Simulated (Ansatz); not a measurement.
A relaxation computed with Ansatz, from input to last step.

```yaml
crystal:
  lattice:
    - [3.496826269, -2.0736279842, 0.0]
    - [3.496826269, 2.0736279842, 0.0]
    - [0.0, 0.0, 8.5752373927]
  atoms:
    - { symbol: Br, position: [0.8487824555, 0.1512175445, 0.1190908492] }
    - { symbol: Br, position: [0.6512175445, 0.3487824555, 0.6190908492] }
    - { symbol: Br, position: [0.1512175445, 0.8487824555, 0.8809091508] }
    - { symbol: Br, position: [0.3487824555, 0.6512175445, 0.3809091508] }
basis:
  ecutwfc: 420
kpoints:
  mp_grid: { grid: [8, 8, 4] }
hamiltonian:
  xc: pbe
scf:
  occupations: { method: gaussian, width: 0.02 }
output:
  forces: true
  stress: true
  eigenvalues: true
relax:
  adjacent_minimum: "off"
  f_tol: 0.005
  max_steps: 50
  cell: { stress_tol: 0.05 }
```

```bash
ansatz run input.yaml --threads 1 --pin off --max-ram 2560MiB --backend cpu --events-out ev --progress --plain --runs-dir out
```

The calculation used Ansatz, DFT PBE, scalar-relativistic, plane waves, PAW.

Of 18 frames 10 are shown, positions in Å and forces in eV/Å; the SCF threshold varies from step to step. Steps run on the plane waves of an earlier cell, with a Pulay correction in the pressure. The basis is chosen afresh for the last frame, the zero of the energies, and at times for earlier ones too; energy and pressure can step there, also at an unchanged geometry. Where two frames share a geometry here, they differ by under 2 meV/atom and 0.3 GPa.

```xyz
4
Lattice="3.4968 -2.0736 0.0000 3.4968 2.0736 0.0000 0.0000 0.0000 8.5752" Properties=species:S:1:pos:R:3:forces:R:3 pbc="T T T" step=1 free_energy_over_end_meV_per_atom=26.18 pressure_GPa=1.36
Br    3.4968   -1.4465    1.0212    0.0000   -0.0079    0.0025
Br    3.4968   -0.6271    5.3089    0.0000    0.0079    0.0025
Br    3.4968    1.4465    7.5540    0.0000    0.0079   -0.0025
Br    3.4968    0.6271    3.2664    0.0000   -0.0079   -0.0025
4
Lattice="3.8121 -2.1754 0.0000 3.8121 2.1754 0.0000 0.0000 0.0000 8.7061" Properties=species:S:1:pos:R:3:forces:R:3 pbc="T T T" step=3 free_energy_over_end_meV_per_atom=7.01 pressure_GPa=0.10
Br    3.8121   -1.6000    1.0478    0.0000    0.0399   -0.1000
Br    3.8121   -0.5754    5.4009    0.0000   -0.0399   -0.1000
Br    3.8121    1.6000    7.6583    0.0000   -0.0399    0.1000
Br    3.8121    0.5754    3.3052    0.0000    0.0399    0.1000
4
Lattice="4.0008 -2.1492 0.0000 4.0008 2.1492 0.0000 0.0000 0.0000 8.7320" Properties=species:S:1:pos:R:3:forces:R:3 pbc="T T T" step=5 free_energy_over_end_meV_per_atom=2.95 pressure_GPa=0.03
Br    4.0008   -1.5476    1.0279    0.0000    0.0202    0.0453
Br    4.0008   -0.6016    5.3939    0.0000   -0.0202    0.0453
Br    4.0008    1.5476    7.7041    0.0000   -0.0202   -0.0453
Br    4.0008    0.6016    3.3381    0.0000    0.0202   -0.0453
4
Lattice="4.0301 -2.1462 0.0000 4.0301 2.1462 0.0000 0.0000 0.0000 8.6792" Properties=species:S:1:pos:R:3:forces:R:3 pbc="T T T" step=7 free_energy_over_end_meV_per_atom=2.76 pressure_GPa=-0.01
Br    4.0301   -1.5347    1.0274    0.0000   -0.0048   -0.0077
Br    4.0301   -0.6115    5.3670    0.0000    0.0048   -0.0077
Br    4.0301    1.5347    7.6518    0.0000    0.0048    0.0077
Br    4.0301    0.6115    3.3122    0.0000   -0.0048    0.0077
4
Lattice="4.0267 -2.1424 0.0000 4.0267 2.1424 0.0000 0.0000 0.0000 8.6979" Properties=species:S:1:pos:R:3:forces:R:3 pbc="T T T" step=9 free_energy_over_end_meV_per_atom=1.35 pressure_GPa=0.06
Br    4.0267   -1.5347    1.0290    0.0000   -0.0009   -0.0015
Br    4.0267   -0.6077    5.3779    0.0000    0.0009   -0.0015
Br    4.0267    1.5347    7.6689    0.0000    0.0009    0.0015
Br    4.0267    0.6077    3.3200    0.0000   -0.0009    0.0015
4
Lattice="4.0778 -2.1418 0.0000 4.0778 2.1418 0.0000 0.0000 0.0000 8.6912" Properties=species:S:1:pos:R:3:forces:R:3 pbc="T T T" step=10 free_energy_over_end_meV_per_atom=0.93 pressure_GPa=0.07
Br    4.0778   -1.5330    1.0282    0.0000    0.0012    0.0028
Br    4.0778   -0.6088    5.3738    0.0000   -0.0012    0.0028
Br    4.0778    1.5330    7.6630    0.0000   -0.0012   -0.0028
Br    4.0778    0.6088    3.3174    0.0000    0.0012   -0.0028
4
Lattice="4.1470 -2.1430 0.0000 4.1470 2.1430 0.0000 0.0000 0.0000 8.7020" Properties=species:S:1:pos:R:3:forces:R:3 pbc="T T T" step=12 free_energy_over_end_meV_per_atom=0.58 pressure_GPa=0.06
Br    4.1470   -1.5421    1.0325    0.0000    0.0151   -0.0072
Br    4.1470   -0.6009    5.3835    0.0000   -0.0151   -0.0072
Br    4.1470    1.5421    7.6695    0.0000   -0.0151    0.0072
Br    4.1470    0.6009    3.3185    0.0000    0.0151    0.0072
4
Lattice="4.1897 -2.1410 0.0000 4.1897 2.1410 0.0000 0.0000 0.0000 8.7075" Properties=species:S:1:pos:R:3:forces:R:3 pbc="T T T" step=14 free_energy_over_end_meV_per_atom=0.34 pressure_GPa=0.02
Br    4.1897   -1.5356    1.0301    0.0000    0.0028    0.0024
Br    4.1897   -0.6054    5.3838    0.0000   -0.0028    0.0024
Br    4.1897    1.5356    7.6774    0.0000   -0.0028   -0.0024
Br    4.1897    0.6054    3.3236    0.0000    0.0028   -0.0024
4
Lattice="4.2962 -2.1369 0.0000 4.2962 2.1369 0.0000 0.0000 0.0000 8.7093" Properties=species:S:1:pos:R:3:forces:R:3 pbc="T T T" step=16 free_energy_over_end_meV_per_atom=0.12 pressure_GPa=0.01
Br    4.2962   -1.5313    1.0305    0.0000    0.0005    0.0010
Br    4.2962   -0.6056    5.3852    0.0000   -0.0005    0.0010
Br    4.2962    1.5313    7.6788    0.0000   -0.0005   -0.0010
Br    4.2962    0.6056    3.3241    0.0000    0.0005   -0.0010
4
Lattice="4.3477 -2.1354 0.0000 4.3477 2.1354 0.0000 0.0000 0.0000 8.7122" Properties=species:S:1:pos:R:3:forces:R:3 pbc="T T T" step=18 free_energy_over_end_meV_per_atom=0.00 pressure_GPa=0.00
Br    4.3477   -1.5303    1.0311    0.0000   -0.0005   -0.0011
Br    4.3477   -0.6051    5.3872    0.0000    0.0005   -0.0011
Br    4.3477    1.5303    7.6811    0.0000    0.0005    0.0011
Br    4.3477    0.6051    3.3250    0.0000   -0.0005    0.0011
```

The cell swells from 31.1 to 40.4 Å³ an atom. At the end the space group is Cmce (tolerance 0.05 Å).

Time: 2.5 min on 1 thread of Arm Neoverse V2, on a shared host, peak memory 0.47 GiB.

The cell holds layers, and where no dispersion correction was added their binding is poorly described.